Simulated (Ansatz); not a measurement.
Input and command of a calculation in Ansatz (plane waves; scalar-relativistic PAW potentials unless the input names others):

```yaml
crystal:
  lattice:
    - [-2.0711868721, 2.0711868721, 6.0293919876]
    - [2.0711868721, -2.0711868721, 6.0293919876]
    - [2.0711868721, 2.0711868721, -6.0293919876]
  atoms:
    - { symbol: Ba, position: [0.0, 0.0, 0.0] }
    - { symbol: As, position: [0.6480117213, 0.6480117213, 0.0] }
    - { symbol: As, position: [0.3519882787, 0.3519882787, 0.0] }
    - { symbol: Ru, position: [0.75, 0.25, 0.5] }
    - { symbol: Ru, position: [0.25, 0.75, 0.5] }
basis:
  ecutwfc: 420
  precision: f64
kpoints:
  mp_grid: { grid: [12, 12, 12] }
hamiltonian:
  xc: pbesol
scf:
  occupations: { method: gaussian, width: 0.1 }
  eigensolver: { kind: davidson }
output:
  forces: true
  eigenvalues: true
  stress: true
```

```bash
ansatz run input.yaml --threads 1 --pin off --max-ram 2560MiB --backend cpu --events-out ev --progress --plain --runs-dir out
```

Abridged log:
```
Pseudopotentials: kind: paw
Pseudopotential: Ba, paw, valence charge 10, recommended cutoff 420 eV (normal)
Pseudopotential: As, paw, valence charge 15, recommended cutoff 420 eV (normal)
Pseudopotential: Ru, paw, valence charge 16, recommended cutoff 420 eV (normal)
Functional definition: PBEsol
Crystal: 5 atoms, lattice volume = 103.460 Å³
Basis set: ecut = 420 eV, 2009 PW (Γ), FFT grids on a1+a3, a2+a3, a3, exchange–correlation on 60×60×90 points (8 copies of the dense FFT grid, shifted against one another)
Bands: 44, of which v1, the nominal top of the filled ones, is band 36 counted from 1 (35 counted from 0)
Symmetry: 16 space group operations
Space group: I4/mmm (ITA 139), of the structure as read, at distance tolerance 4.7e-5 Å
k-points: 163 of 1728
Initial density: superposition of atomic densities (neutral atoms: chi_scale 0, normalization atom), corrected by the library's trained network
Initial wavefunctions: pseudopotential atomic-orbital guess
Functional: x = pbesol(κ = 0.804, μ = 0.12345679), c = pbesol(β = 0.046)
SCF iter   1: F=—  HF=-27125.161540 eV  |F-HF|=—  |Δ(HF+E_count)|=         —  Δρ=5.14e-3  dr2=3.03e-2  ethr=1.77e-3  ⟨swp⟩=12.8  Hψ=34106  notcnv=6
SCF iter   2: F=—  HF=-27125.155743 eV  |F-HF|=—  |Δ(HF+E_count)|=   5.80e-3  Δρ=2.52e-3  dr2=1.24e-2  ethr=4.21e-5  ⟨swp⟩=5.1  Hψ=16965  notcnv=0  defer=163
SCF iter   3: F=—  HF=-27125.152951 eV  |F-HF|=—  |Δ(HF+E_count)|=   2.79e-3  Δρ=8.39e-4  dr2=3.73e-3  ethr=1.73e-5  ⟨swp⟩=3.6  Hψ=15095  notcnv=0  defer=71
SCF iter   4: F=—  HF=-27125.152390 eV  |F-HF|=—  |Δ(HF+E_count)|=   5.61e-4  Δρ=3.98e-4  dr2=5.97e-4  ethr=5.18e-6  ⟨swp⟩=3.3  Hψ=15497  notcnv=0  defer=34
SCF iter   5: F=—  HF=-27125.152145 eV  |F-HF|=—  |Δ(HF+E_count)|=   2.45e-4  Δρ=2.04e-4  dr2=3.84e-5  ethr=5.26e-8  ⟨swp⟩=3.3  Hψ=31350  notcnv=0  defer=10
SCF iter   6: F=—  HF=-27125.152152 eV  |F-HF|=—  |Δ(HF+E_count)|=   6.87e-6  Δρ=4.09e-5  dr2=4.11e-6  ethr=5.26e-8  ⟨swp⟩=2.8  Hψ=13321  notcnv=0  defer=10
SCF iter   7: F=—  HF=-27125.152153 eV  |F-HF|=—  |Δ(HF+E_count)|=   6.44e-7  Δρ=1.99e-5  dr2=3.38e-7  ethr=5.71e-9  ⟨swp⟩=4.1  Hψ=19110  notcnv=0  defer=8
SCF iter   8: F=-27125.152152 eV  HF=-27125.152153 eV  |F-HF|=1.52e-8  |Δ(HF+E_count)|=   5.04e-8  Δρ=4.86e-6  dr2=3.22e-8  ethr=4.69e-10  ⟨swp⟩=3.4  Hψ=17190  notcnv=0  defer=5
the search or the solves at the SCF's close seem to have found levels that the self-consistency loop had missed (the run counts 1). By its estimate they hold under 1e-12 electrons; where the run keeps them, the occupations were computed again with them
SCF 1 converged in 8 iterations: F = -27125.152152 eV  dr2 = 3.22e-8
  Residual-converged pass: ⟨swp⟩=3.9  Hψ=19333  notcnv=0  max |occ|·‖R‖ = 6.6e-6 eV (tolerance 6.7e-6 eV) dr2=3.39e-8  dr2_onsite=1.63e-8  max |Δocc| = 1.8e-8
SCF converged after 8 iterations
Free energy (F): -27125.152152 eV
Harris-Foulkes:  -27125.152153 eV  (|F-HF|=1.52e-8)
Internal energy: -27125.144250 eV  (E = F + TS)
E sigma→0 (E₀):  -27125.148201 eV
Entropy (-TS):   -0.007902 eV (-1.580 meV/atom)
Fermi energy:    14.250479 eV
--- Forces (eV/Å), atoms counted from 1 ---
  atom   1  Ba     0.00000000     0.00000000     0.00000000
  atom   2  As     0.00000000     0.00000000     0.00029022
  atom   3  As     0.00000000     0.00000000    -0.00029022
  atom   4  Ru     0.00000000     0.00000000     0.00000000
  atom   5  Ru     0.00000000     0.00000000     0.00000000
--- Stress (GPa, compression-positive) ---
        0.003214       0.000000       0.000000
        0.000000       0.003214       0.000000
        0.000000       0.000000       0.001675
  P = ⅓ Tr σ = 0.0027 GPa (0.027 kbar)
```

Apart from outputs, empty bands and the relaxation, which only the reference makes, the input differs from a reference run on usual settings in scf.eigensolver.kind: not typed → "davidson"; basis.precision: not typed → "f64". The reference, at the same geometry, ended its own course with pressure 0.00 GPa, largest force 0.000 eV/Å, no gap on the mesh. This run converged in 8 SCF iterations with an energy at zero smearing within 0.01 meV/atom of the reference's, pressure 0.00 GPa, largest force 0.000 eV/Å, no gap on the mesh.

Time: 61 s on 1 thread of Intel(R) Xeon(R) Platinum 8375C CPU @ 2.90GHz (Ice Lake), on a shared host, peak memory 0.72 GiB.